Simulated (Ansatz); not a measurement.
SnO, first-principles data

SnO:
Space group F-43m (No. 216); a = b = c = 5.3755 Å, α = β = γ = 90.00°

```
atom  site  symmetry       x       y       z
----  ----  --------  ------  ------  ------
O       4d      -43m  0.7500  0.7500  0.7500
Sn      4a      -43m  0.0000  0.0000  0.0000
```
(The calculation used a cell of 2 atoms; values per cell refer to that cell.)

Space group F-43m (No. 216), zinc blende; conventional cell a = 5.3755 Å, b = 5.3755 Å, c = 5.3755 Å, α = 90.00°, β = 90.00°, γ = 90.00°.

Method: DFT-PBEsol in the program Ansatz with PAW potentials. Structure relaxed to zero pressure with the same functional. Other levels are named where they apply.

**Cell and energy**

| Item | Result |
|---|---|
| Volume per atom | 19.42 Å³ |
| Density | 5.76 g/cm³ |
| Formation energy from the elements (no fitted shifts) | -0.78 eV/atom |

**Electronic structure**

| Property | Value |
|---|---|
| Electronic character | metallic (no gap) |
| Density of states at the Fermi level | 0.24 states/eV per atom (mean over ±0.08 eV) |
| Gap with spin–orbit coupling | none (metallic) |

**Mechanics**

| Property | Result |
|---|---|
| Bulk modulus (Birch–Murnaghan fit) | 66.4 GPa |
| Pressure derivative B′ | 3.9 |
| Elastic constants (relaxed ions, GPa) | C11 = 68.0, C12 = 66.4, C44 = -38.8 |
| Mechanical stability | unstable (C has a negative eigenvalue) |

**Phonons**

| Property | Value |
|---|---|
| Highest zone-centre frequency | 204 cm^-1 |
| Zone-centre stability | no imaginary mode at Γ |

The start of the workflow was typed in or built on a structure type; neither database checked (COD, Materials Project) lists it. It is not the phase usual at ambient conditions (space group No. 129). The PBEsol relaxation kept the symmetry of its start. The volume moved by 16 % from the start of the relaxation. As this level gives no gap, shear constants depend on the k-mesh and smearing (Fermi–Dirac, 0.1 eV here). As this level gives no gap, phonon frequencies hold no LO–TO term and depend on the k-mesh and smearing (Fermi–Dirac, 0.1 eV here). The references are the lowest solids computed at this level, not always the standard phases (solids in place of the gases). Scalar-relativistic: spin–orbit coupling is off unless named, which matters more the heavier the elements.

Potentials: the earlier of the program's two PAW sets. The files were generated under PBE; for other functionals the program regenerates the frozen cores, and for LDA and PBEsol the local potential too.
